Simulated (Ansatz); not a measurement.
The relaxed structure here is a generated cell of Be: the first start was made by placing the elements on the sites of a structure type, and the end was not matched to a known phase here, so it may be hypothetical. Known forms of Be include space group No. 194.

A relaxed cell of Be (P6/mmm (No. 191)), relaxed on a k-mesh at least as fine as the one used below. The numbers are results of r2SCAN (plane waves to 500 eV, PAW, scalar-relativistic; Ansatz, a first-principles code), not measurements. Γ-centred k-mesh 11×11×15 on the run's cell (coarser than for final values), Fermi–Dirac smearing 0.05 eV.

```
Be
1.0
    7.13729     0.00000     0.00000
   -1.78432     3.09054     0.00000
    0.00000     0.00000     2.19710
Be
6
Direct
  0.00000   0.00000   0.00000
  0.50000   0.00000   0.00000
  0.16667   0.66667   0.50000
  0.66667   0.66667   0.50000
  0.33333   0.33333   0.50000
  0.83333   0.33333   0.50000
```

The atoms are displaced along an unstable phonon of this cell by (Å):

```tsv
atom	ux	uy	uz
Be1	0.000	0.000	0.012
Be2	0.000	0.000	-0.012
Be3	0.000	0.000	0.150
Be4	0.000	0.000	-0.150
Be5	0.000	0.000	-0.150
Be6	0.000	0.000	0.150
```

Q: What forces (eV/Å) and pressure result?

A: 
```json
[
 {"atom": "Be1", "Fx": "0.00", "Fy": "0.00", "Fz": "0.08"},
 {"atom": "Be2", "Fx": "0.00", "Fy": "0.00", "Fz": "-0.08"},
 {"atom": "Be3", "Fx": "0.14", "Fy": "0.08", "Fz": "0.19"},
 {"atom": "Be4", "Fx": "0.14", "Fy": "0.08", "Fz": "-0.19"},
 {"atom": "Be5", "Fx": "-0.14", "Fy": "-0.08", "Fz": "-0.19"},
 {"atom": "Be6", "Fx": "-0.14", "Fy": "-0.08", "Fz": "0.19"}
]
```

Pressure -0.3 GPa.

The undisplaced cell is probably no minimum: from this displacement the run went on to Fm-3m (No. 225), 0.11 eV/atom below it.

No spin polarisation in the result.
